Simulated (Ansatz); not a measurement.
H$_{2}$Pb, DFT, PBE, all-electron PAW with datasets made for the crystal, scalar-relativistic (Ansatz 0.2.0), run on 1 thread of Arm Neoverse N1 on a shared host.

The structure comes from a relaxation in the same program, started in the CdI2 type, and has space group P-3m1. Whether it is a known phase or the ground state wasn't checked.

Command: `ansatz run input.yaml --threads 1 --pin off --max-ram 4096MiB --backend cpu --events-out ev --progress --plain --runs-dir out`

```yaml
crystal:
  lattice:
    - [3.7500520039, 0.0, 0.0]
    - [-1.8750260019, 3.2476403009, 0.0]
    - [0.0, 0.0, 3.6439737521]
  atoms:
    - { symbol: Pb, position: [0.0, 0.0, 0.0] }
    - { symbol: H, position: [0.3333333333, 0.6666666667, 0.2286228593] }
    - { symbol: H, position: [0.6666666667, 0.3333333333, 0.7713771407] }
kpoints:
  mp_grid: { grid: [11, 11, 6] }
  band_path:
    path:
      - [0.0, 0.0, 0.0]
      - [0.5, 0.0, 0.0]
      - [0.3333333333, 0.3333333333, 0.0]
      - [0.0, 0.0, 0.0]
      - [0.0, 0.0, 0.5]
      - [0.5, 0.0, 0.5]
      - [0.3333333333, 0.3333333333, 0.5]
      - [0.0, 0.0, 0.5]
      - [0.5, 0.0, 0.5]
    npoints: 8
scf:
  occupations: { method: fermi_dirac, width: 0.05 }
hamiltonian:
  xc: pbe
  pseudopotentials: { kind: all_electron, datasets: crystal }
output:
  forces: true
  stress: true
  eigenvalues: true
  efg: { contact_densities: true }
```

(1) How large is the problem that the program sets up?

(2) About how long does it take, and how much memory does it use?

(3) And the same cell and mesh by all-electron LAPW, asked for forces, stress, eigenvalues, populations, dos and the same band path, on the same hardware?

(4) And the same cell and mesh by frozen-core PAW, asked for forces, stress, eigenvalues, efg, populations, bader, dos, write_density, write_potential, elf and the same band path, on the same hardware?

## Answers

(1) 84 irreducible k-points, 405 plane waves at Γ, 12 bands.

(2) 17 s of wall time for 7 SCF iterations, with a peak of 0.42 GiB. Times on shared machines scatter by tens of per cent.

(3) 39 s, peak memory 0.36 GiB.

(4) 31 s, peak memory 0.39 GiB.
